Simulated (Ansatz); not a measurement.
Level of theory: DFT PBE, scalar-relativistic, plane waves, PAW (Ansatz 0.2.0). All cells share a 420 eV cutoff and Γ-centred k meshes spaced at most about 0.3 Å⁻¹ (about 0.25 or finer for metals, 2π included). No spin polarisation in the final relaxations.

All energies are static (0 K, no zero-point motion). All come from trial cells, and lower structures may exist.

Question: These unrelaxed guesses for SiSn₂Ge₃ are each relaxed within their symmetry. Order them by the energy at which they end, lowest first.
A.

```xyz
6
Lattice="5.8221 0.0000 0.0000 -2.9111 5.0421 0.0000 0.0000 0.0000 4.0893" Properties=species:S:1:pos:R:3 pbc="T T T"
Si    0.0000    0.0000    3.6346
Sn    2.9111    1.6807    3.9386
Sn    0.0000    3.3614    3.9386
Ge    1.4555    2.5211    1.8791
Ge    2.9111    0.0000    1.8791
Ge   -1.4555    2.5211    1.8791
```

B.

```xyz
6
Lattice="4.7300 0.0000 0.0000 -2.3650 4.0963 0.0000 0.0000 0.0000 7.5897" Properties=species:S:1:pos:R:3 pbc="T T T"
Si    0.0000    0.0000    0.0000
Sn    0.0000    2.7309    1.9411
Sn    2.3650    1.3654    5.6486
Ge    0.0000    2.7309    4.9029
Ge    2.3650    1.3654    2.6867
Ge    0.0000    0.0000    3.7948
```

C.

```xyz
6
Lattice="6.5538 0.0000 0.0000 -3.2769 5.6757 0.0000 0.0000 0.0000 3.4733" Properties=species:S:1:pos:R:3 pbc="T T T"
Si    0.0000    0.0000    0.0000
Sn    3.2769    1.8919    0.0000
Sn    0.0000    3.7838    0.0000
Ge   -1.6384    2.8379    1.7367
Ge    3.2769    0.0000    1.7367
Ge    1.6384    2.8379    1.7367
```

D.

```xyz
6
Lattice="-2.8156 2.8156 4.2227 2.8156 -2.8156 4.2227 2.8156 2.8156 -4.2227" Properties=species:S:1:pos:R:3 pbc="T T T"
Si    0.0000    0.0000    0.0000
Sn    2.8156    0.0000    2.1114
Sn    0.0000    2.8156    2.1114
Ge    0.0000    0.0000    6.7178
Ge    0.0000    0.0000    1.7277
Ge    0.0000    0.0000    4.2227
```

Answer: B (ends in P6/mmm, 0 meV/atom), A (ends in P6mm, 115 meV/atom), C (ends in P6/mmm, 202 meV/atom), D (ends in I4/mmm, 0.31 eV/atom). Even the lowest end lies +0.31 eV/atom against the elements.

Cells relaxed within their symmetry can be saddle points. Some types were kept out of the candidates beforehand, so the set may lack a known form.
